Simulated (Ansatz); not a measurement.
ScPd3, in the lowest of the structures calculated here: Pm-3m (No. 221), cP4, Cu3Au type; a = 3.942 Å, b = 3.942 Å, c = 3.942 Å, α = 90.00°, β = 90.00°, γ = 90.00°; Sc 1a (0.000, 0.000, 0.000); Pd 3c (0.000, 0.500, 0.500). Calculation: PBEsol (plane waves to 420 eV, PAW, scalar-relativistic; Ansatz, a program for electronic structure). Element references, the lowest calculated here: Pd (Fm-3m), Sc (P6₃/mmc).

Total energies (eV/atom, σ → 0; comparable only within this code, potentials and settings):

```
phase          E (eV/atom)
-------------  -----------
ScPd3 (Pm-3m)    -5708.694
Pd (Fm-3m)       -6906.648
Sc (P6₃/mmc)     -2111.369
ScPd (Pm-3m)     -4509.910
```

**Question.** What is the formation energy of this Pm-3m form of ScPd3 from the elements?

**Answer.** E_f = -5708.694 − [1 × (-2111.369) + 3 × (-6906.648)] / 4 = -0.86 eV/atom (-3.5 eV per formula unit).

**Question.** Is it stable against the other phases calculated?

**Answer.** Yes: the most favourable decomposition, ScPd3 → 2 Pd + ScPd (Pd Fm-3m, ScPd Pm-3m), costs 0.41 eV/atom.

**Question.** Over what range of chemical potentials is ScPd3 stable among the phases calculated here? Give the corners of its window as Δμ = μ − μ(element).

**Answer.** 
```
in equilibrium with  Δμ(Pd) (eV)  Δμ(Sc) (eV)
-------------------  -----------  -----------
Pd                           0.0         -3.5
ScPd                        -0.8         -1.0
```

At every corner Σ nΔμ equals the formation energy, about -3.5 eV per formula unit; the corners carry the error of several atoms' energies, a few 0.01 eV.

This is the hull of the energies calculated here, no anion corrections; phases that were not calculated are missing from it. Values are rounded to 0.01 eV/atom. The compounds carry no spin polarisation.
